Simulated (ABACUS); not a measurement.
Set-up for a self-consistent single point of PbSe (Fm-3m, 2 atoms in the cell; from Materials Project mp-2201, lattice scaled a little).

```
CELL_PARAMETERS angstrom
      0.00000     3.13502     3.13502
      3.13502     0.00000     3.13502
      3.13502     3.13502     0.00000
ATOMIC_POSITIONS crystal
  Pb 0.00000 0.00000 0.00000
  Se 0.50000 0.50000 0.50000
```

Computed with PBE, numerical atomic orbitals TZP (confined pseudo-atomic orbitals with Gaussian additions; energy shift 0.01 Ry), PseudoDojo 0.5 standard norm-conserving PBE (tails mended) pseudopotentials (ABACUS).

ABACUS settings:

```
key                                                                   value
---------------  ----------------------------------------------------------
basis                   TZP numerical atomic orbitals, energy shift 0.01 Ry
KPT                                                       Gamma 6 6 6 0 0 0
basis_type                                                             lcao
dft_functional                                                          PBE
ecutwfc                                                              100 Ry
smearing_method                                                    gaussian
smearing_sigma                                               0.000734986 Ry
potentials       PseudoDojo 0.5 standard norm-conserving PBE (tails mended)
symmetry                                                                  1
symmetry_prec                                                         1e-05
ks_solver                                                     scalapack_gvx
scf_nmax                                                                100
scf_thr                                                             1.0e-07
mixing_type                                                         broyden
```

Results:

Number of valence electrons: 30
Number of bands: 25
Number of k-points after the program's reduction: 16
Size of the basis: 68
Number of SCF iterations: 9
Free energy E − TS: -5201.5049 eV
Top of the valence band (on the code's own zero): 8.39 eV
Gap on the k-point mesh: 0.55 eV
Pressure: -2.19 GPa

Stress (GPa, positive for compression):
```
-2.19   0.00   0.00
 0.00  -2.19   0.00
 0.00   0.00  -2.19
```

The gap is read on the k-point mesh of the run and can differ from the gap over the whole zone at this level.

Spin-orbit coupling is left out, which matters for bands and gaps with elements this heavy. The atom-centred basis is finite, which shifts total energies, pressures and gaps against plane waves. The structure comes from a collection of computed structures, made at another level of theory; the collection holds predicted forms beside known ones. Its lattice was then scaled.

The atomic orbitals were generated for these runs; they are not ABACUS's published sets and were checked against plane waves on a few crystals only.

“Tails mended”: in these copies of the files the far tail of each local potential was reset to the Coulomb form.
